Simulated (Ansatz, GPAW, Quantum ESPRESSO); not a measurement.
## One calculation of Ta3AsAu2O13, 3 ways

```
CELL_PARAMETERS angstrom
5.45204 0.00000 0.00000
-2.72602 4.72161 0.00000
0.00000 0.00000 9.57902
ATOMIC_POSITIONS crystal
Ta 0.00000 0.00000 0.19408
Ta 0.00000 0.00000 0.80592
Ta 0.66667 0.33333 0.00000
As 0.00000 0.00000 0.50000
Au 0.33333 0.66667 0.27428
Au 0.33333 0.66667 0.72572
O 0.00000 0.00000 0.00000
O 0.23947 0.97129 0.36402
O 0.02871 0.26818 0.36402
O 0.73182 0.76053 0.36402
O 0.23947 0.97129 0.63598
O 0.02871 0.26818 0.63598
O 0.73182 0.76053 0.63598
O 0.38452 0.33425 0.85844
O 0.66575 0.05027 0.85844
O 0.94973 0.61548 0.85844
O 0.38452 0.33425 0.14156
O 0.66575 0.05027 0.14156
O 0.94973 0.61548 0.14156
```

The cell comes from a database or a generator and needn't be the stable form of this composition.

Alike in all runs: task band structure; functional PBE; k mesh 4 × 4 × 2; occupations fermi-dirac, width 0.05 eV; no spin polarisation; no spin-orbit coupling. Pressure is positive in compression and, in plane waves, holds the error of the finite cutoff.

```csv
program and potentials,plane-wave cutoff (eV),notes,pressure (GPa),largest force (eV/Å)
"GPAW, GPAW PAW data sets (gpaw-data 1.2.1)",800,7.58 valence electrons an atom on average; this data set often lies off other programs,1.32,0.394
"Quantum ESPRESSO, SSSP 1.3 efficiency PBE",816,8.42 valence electrons an atom on average,0.47,0.481
"Ansatz, all-electron LAPW, scalar-relativistic",-,-,-0.06,0.206
```

Force on atom 1 (Ta), eV/Å:

```
                        program and potentials      x      y      z
    GPAW, GPAW PAW data sets (gpaw-data 1.2.1)  0.000  0.000  0.394
     Quantum ESPRESSO, SSSP 1.3 efficiency PBE  0.000  0.000  0.283
Ansatz, all-electron LAPW, scalar-relativistic  0.000  0.000  0.195
```

The pressure spans -0.06 (Ansatz, all-electron LAPW, scalar-relativistic) to 1.32 GPa (GPAW, GPAW PAW data sets (gpaw-data 1.2.1)), with all-electron results at -0.06.

Differences between rows come from potentials, basis sets and numerical settings, since the functional is the same but for its coding. Runs on potential files found faulty are left out.
